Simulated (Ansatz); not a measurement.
Data:

H₄NF:
```
H4NF
1.0
    4.42011     0.00000     0.00000
   -2.21006     3.82793     0.00000
    0.00000     0.00000     7.13424
H N F
8 2 2
Direct
  0.53848   0.07697   0.92309
  0.46152   0.53848   0.42309
  0.92303   0.46152   0.92309
  0.46152   0.92303   0.42309
  0.53848   0.46152   0.92309
  0.07697   0.53848   0.42309
  0.33333   0.66667   0.22902
  0.66667   0.33333   0.72902
  0.33333   0.66667   0.37483
  0.66667   0.33333   0.87483
  0.33333   0.66667   0.99706
  0.66667   0.33333   0.49706
```

This is the r²SCAN+D4-relaxed structure.

All from the program Ansatz at the r²SCAN+D4 level (PAW), unless another level is named. Predict the band gap.

6.58 eV (indirect).

What about the smallest direct gap on the standard path?

6.84 eV.

What about the valence-band maximum?

at K.

Space group P6_3mc. The first step of the workflow began from a Materials Project structure, measured or hypothetical; the Crystallography Open Database files this formula in space group No. 186, but the cells were not matched. Whether it is the stable phase at ambient conditions was not checked. The r²SCAN+D4 relaxation kept the symmetry of its start; phonons on a q-mesh show no instability.

Potentials: the later of the program's two PAW sets.
